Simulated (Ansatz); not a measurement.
BaHfO₃:
```
CELL_PARAMETERS angstrom
      4.15753     0.00000     0.00000
      0.00000     4.15753     0.00000
      0.00000     0.00000     4.15753
ATOMIC_POSITIONS crystal
  Ba 0.50000 0.50000 0.50000
  Hf 0.00000 0.00000 0.00000
  O  0.00000 0.50000 0.00000
  O  0.50000 0.00000 0.00000
  O  0.00000 0.00000 0.50000
```

Relaxed with PBEsol. Special points in fractions of this cell's reciprocal vectors: Γ (0.000, 0.000, 0.000); X (0.000, 0.500, 0.000); M (0.500, 0.500, 0.000); R (0.500, 0.500, 0.500).

Question: List the band energies nearest the valence-band maximum at these points for DFT-PBEsol with spin–orbit coupling in the program Ansatz with PAW potentials.

Answer: In eV from the valence-band maximum; about four levels below and three above (degenerate sets whole), none deeper than 8.9 eV; points with the same levels are listed once.

```csv
k,below,above
Γ,0.00 0.00 0.00 0.00,3.50 3.50 3.50 3.50
X,-0.51 -0.51 -0.27 -0.27,4.05 4.05 6.30 6.30
M,-0.78 -0.78 -0.05 -0.05,6.24 6.24 6.40 6.40
R,0.00 0.00 0.00 0.00,6.08 6.08 6.12 6.12 6.12 6.12
```

Space group Pm-3m (cubic perovskite). The PBEsol relaxation kept the symmetry of its start. No spin polarisation was allowed.

Potentials: the later of the program's two PAW sets.
